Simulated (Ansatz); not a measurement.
Cu Kα1 powder pattern (kinematic, no thermal factors).
2θ (°) (relative intensity): 14.54 (3), 14.61 (2), 20.55 (1), 25.05 (7), 25.45 (6), 25.55 (10), 29.32 (50), 29.46 (100), 33.15 (1), 41.76 (18), 41.80 (37), 42.30 (35), 42.53 (18), 44.62 (1), 49.26 (1), 49.38 (3), 49.76 (2), 49.82 (3), 49.99 (2), 50.21 (2), 51.42 (10), 52.27 (9), 52.49 (18), 54.07 (1), 54.69 (2), 60.82 (5), 61.12 (11), 66.38 (1), 68.65 (7), 68.74 (7), 68.86 (8), 69.37 (7), 69.58 (7), 69.84 (8), 75.81 (3), 75.92 (5), 76.95 (5), 77.03 (5), 77.19 (2), 77.32 (5), 77.67 (5)

The pattern is computed from a structure relaxed with DFT PBE, scalar-relativistic, plane waves, PAW (Ansatz). No spin polarisation. Its elements are S, Se, Sn.

**Question.** Give the structure.

**Answer.** Sn$_{4}$Se$_{3}$S.
Space group Cm (No. 8). a = 8.646 Å, b = 8.496 Å, c = 6.088 Å, α = 90.00°, β = 90.93°, γ = 90.00°
```csv
atom,site,symmetry,x,y,z
Sn,2a,m,0.5079,0.0000,0.4881
Sn,4b,1,0.2646,0.2618,0.0113
Sn,2a,m,0.0069,0.0000,0.4750
Se,4b,1,0.7428,0.2507,0.4876
Se,2a,m,0.4950,0.0000,0.0083
S,2a,m,0.9770,0.0000,0.0313
```

A pattern alone doesn't exclude other cells with like lines; this is the one computed.

The cell was found from a structure generator's guess, not taken from experiment.
